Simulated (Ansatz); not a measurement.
Here is the system:

Bi$_{2}$Pt:
```
CELL_PARAMETERS angstrom
      6.57850     0.00000     0.00000
     -3.28925     5.69715     0.00000
      0.00000     0.00000     6.13187
ATOMIC_POSITIONS crystal
  Bi 0.00000 0.00000 0.34977
  Bi 0.66667 0.33333 0.21641
  Bi 0.33333 0.66667 0.21641
  Bi 0.60722 0.00000 0.72576
  Bi 0.00000 0.60722 0.72576
  Bi 0.39278 0.39278 0.72576
  Pt 0.25907 0.00000 0.99947
  Pt 0.00000 0.25907 0.99947
  Pt 0.74093 0.74093 0.99947
```

This is the PBEsol-relaxed structure.

Question: All from the program Ansatz at the PBEsol level (PAW), unless another level is named. Predict the bulk modulus (Birch–Murnaghan fit).

Answer: 53.9 GPa.

Question: And the highest zone-centre frequency?

Answer: 159 cm⁻¹.

Space group P31m. The workflow started from a Materials Project entry (that database holds measured and hypothetical structures alike); the Crystallography Open Database copy checked does not list it. COD files the formula under space group No. 205, so this cell is another polymorph or a model. Whether it is the stable phase at ambient conditions was not checked. The cell was relaxed with PBEsol under the symmetry of its start; of distortions, only those at the zone centre were tested. The run is not spin-polarised. As this level gives no gap, phonon frequencies hold no LO–TO term and depend on the k-mesh and smearing (Fermi–Dirac, 0.1 eV here). Spin–orbit coupling is left out wherever it is not named.

Potentials: the later of the program's two PAW sets.
